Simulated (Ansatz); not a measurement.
SrZn$_{2}$:
```
SrZn2
1.0
   -2.37571     3.86278     3.81931
    2.37571    -3.86278     3.81931
    2.37571     3.86278    -3.81931
Sr Zn
2 4
Direct
  0.30359   0.05359   0.25000
  0.69641   0.94641   0.75000
  0.73211   0.66281   0.06930
  0.26789   0.33719   0.93070
  0.09351   0.66281   0.43070
  0.90649   0.33719   0.56930
```

Relaxed with r²SCAN. Special points in fractions of this cell's reciprocal vectors: Γ (0.000, 0.000, 0.000); X (0.500, -0.500, 0.500); F0 (0.345, -0.345, 0.655); Σ0 (-0.345, 0.345, 0.345); Λ0 (0.494, 0.494, -0.494); G0 (0.506, -0.494, 0.494); R (0.000, 0.500, 0.000); W (0.250, 0.250, 0.250); S (0.500, 0.000, 0.000); T (0.000, 0.000, 0.500).

Problem. List the band energies nearest the Fermi level at these points for r²SCAN (plane waves, PAW; program Ansatz).

Solution. In eV from the Fermi level; about four levels below and three above (degenerate sets whole), none deeper than 8.9 eV; points with the same levels are listed once.

```json
[
 {"k": "Γ", "below": "-1.21 -0.93 -0.30 -0.15", "above": "0.72 1.80 2.30"},
 {"k": "X", "below": "-5.08 -4.52 -2.44 -0.40", "above": "0.47 2.46 2.47"},
 {"k": "F0", "below": "-4.65 -2.26 -1.57 -0.84", "above": "0.77 1.15 2.71"},
 {"k": "Λ0", "below": "-5.08 -4.52 -2.44 -0.40", "above": "0.47 2.46 2.46"},
 {"k": "R", "below": "-4.29 -2.23 -0.95 -0.86", "above": "0.41 0.62 1.42"},
 {"k": "W", "below": "-5.14 -5.14 -3.59 -3.59", "above": "0.04 0.04 0.23 0.23"},
 {"k": "S", "below": "-1.72 -1.70 -0.65 -0.41", "above": "0.89 0.91 1.55"},
 {"k": "T", "below": "-3.00 -3.00 -0.94 -0.94", "above": "0.26 0.26 1.87 1.87"}
]
```

Space group Imma. The first step of the workflow began from a Materials Project structure, measured or hypothetical; the Crystallography Open Database files this formula in space group No. 74, but the cells were not matched. Its standing as an ambient phase is unchecked. The r²SCAN relaxation kept the symmetry of its start; its stability against distortions is not shown here. Spin–orbit coupling is left out wherever it is not named.

Potentials: the later of the program's two PAW sets.
